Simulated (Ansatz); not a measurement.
Be:
Space group P6₃/mmc (No. 194); a = b = 2.2551 Å, c = 3.5583 Å, α = β = 90.00°, γ = 120.00°

```json
[
 {"atom": "Be", "site": "2d", "symmetry": "-6m2", "x": "0.6667", "y": "0.3333", "z": "0.2500"}
]
```

Relaxed at zero pressure with PBEsol (plane waves, PAW; program Ansatz).

### Question
The volume is lowered by 6 % and shape and atoms relax at that volume. What pressure results, and how do the axes share the change?

### Answer
8.5 GPa; a -2.1 %, b -2.1 %, c -1.9 %; the energy rises by 12 meV/atom.

### Question
Give the new structure.

### Answer

Space group P6₃/mmc (No. 194); a = 2.2071 Å, b = 2.2071 Å, c = 3.4917 Å, α = 90.00°, β = 90.00°, γ = 120.00°

| atom | site | symmetry | x | y | z |
|---|---|---|---|---|---|
| Be | 2d | -6m2 | 0.6667 | 0.3333 | 0.2500 |

The phase is kept; no other phase was compared at this pressure.

Space group P6_3/mmc (hcp (Mg type)). The PBEsol relaxation kept the symmetry of its start. Axis ratios of metals converge slowly with the k-mesh, so a and c are less sure than the volume.

Potentials: the later of the program's two PAW sets.
